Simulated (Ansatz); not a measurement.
# Ti (Im-3m), zone-centre modes

The calculation used DFT PBEsol, scalar-relativistic, plane waves, PAW (Ansatz 0.2.0). The runs took a 420 eV cutoff, a Γ-centred 18×18×10 mesh and Gaussian smearing (0.15 eV). No spin polarisation.

The undisturbed cell (as given, not relaxed at this level; this bcc form isn't the usual structure):

```
Ti
1.0
    -1.64100    1.64100    1.64100
     1.64100   -1.64100    1.64100
     3.28200    3.28200    0.00000
Ti
2
Direct
  0.00000 0.00000 0.00000
  0.50000 0.50000 0.50000
```

Harmonic modes by finite displacements of 0.02 Å, without the LO–TO term. The cell doubles the primitive one, so its zone centre also holds the primitive cell's point q = (0, 0, 1/2).

(1) At this geometry, is the structure stable against these modes?

(2) List the wavenumbers in cm⁻¹.

## Answers

(1) No: 1 mode is unstable, the strongest at 158i cm⁻¹.

(2) 158i, 0, 0, 0, 126, 160.

Cost: 1 run of about 1.2 core-minutes, on Arm Neoverse V2 (shared hosts).